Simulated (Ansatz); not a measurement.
TaAl (L1₀ or tetragonal B2, P4/mmm), the program Ansatz at the PBEsol level (PAW), all energies at zero smearing, with the estimated change up to a 700 eV cutoff added, with one set of potentials and settings (totals compare only within such a set). Cell of 2 atoms (1 Ta, 1 Al): -10332.397 eV.

| element | reference phase | E (eV/atom) |
|---|---|---|
| Ta | Im-3m, 1 atoms in the cell | -9807.4091 |
| Al | Fm-3m, 1 atoms in the cell | -524.5512 |

Formation energy per atom, worked out: (-10332.397 − 1×(-9807.4091) − 1×(-524.5512))/2 = -0.219 eV/atom (-21 kJ per mol of atoms), at 0 K, without zero-point energy or fitted corrections.

The start of the workflow was typed in or built on a structure type; neither database checked (COD, Materials Project) lists it. Its standing as an ambient phase is unchecked. The PBEsol relaxation kept the symmetry of its start; whether a distortion lowers the energy is not shown. No spin polarisation was allowed. The references are the lowest solids computed at this level, not always the standard phases. Spin–orbit coupling is left out wherever it is not named.

Potentials: the earlier of the program's two PAW sets. The files were generated under PBE; for other functionals the program regenerates the frozen cores, and for LDA and PBEsol the local potential too.
